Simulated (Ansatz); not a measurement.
Given:

VBiO$_{4}$:
```
CELL_PARAMETERS angstrom
      3.86613     2.74281     0.00000
     -3.86613     2.74281     0.00000
     -2.92998     0.00000     4.37135
ATOMIC_POSITIONS crystal
  V  0.36147 0.36147 0.00000
  Bi 0.92884 0.92884 0.50000
  O  0.06970 0.31223 0.66454
  O  0.73193 0.34591 0.04327
  O  0.34591 0.73193 0.95673
  O  0.31223 0.06970 0.33546
```

This is the r²SCAN-relaxed structure.

All from DFT-r²SCAN in the program Ansatz with PAW potentials, unless another level is named. Predict the bulk modulus (Birch–Murnaghan fit).

215 kbar.

And the highest zone-centre frequency (without LO–TO term)?

861 cm⁻¹.

Space group C2. The workflow started from a Materials Project entry (that database holds measured and hypothetical structures alike); the Crystallography Open Database copy checked does not list it. It is not the phase usual at ambient conditions (space group No. 88). The cell was relaxed with r²SCAN under the symmetry of its start; of distortions, only those at the zone centre were tested. The run is not spin-polarised. No Hubbard U is applied. Scalar-relativistic: spin–orbit coupling is off unless named, which matters more the heavier the elements.

Potentials: the later of the program's two PAW sets.
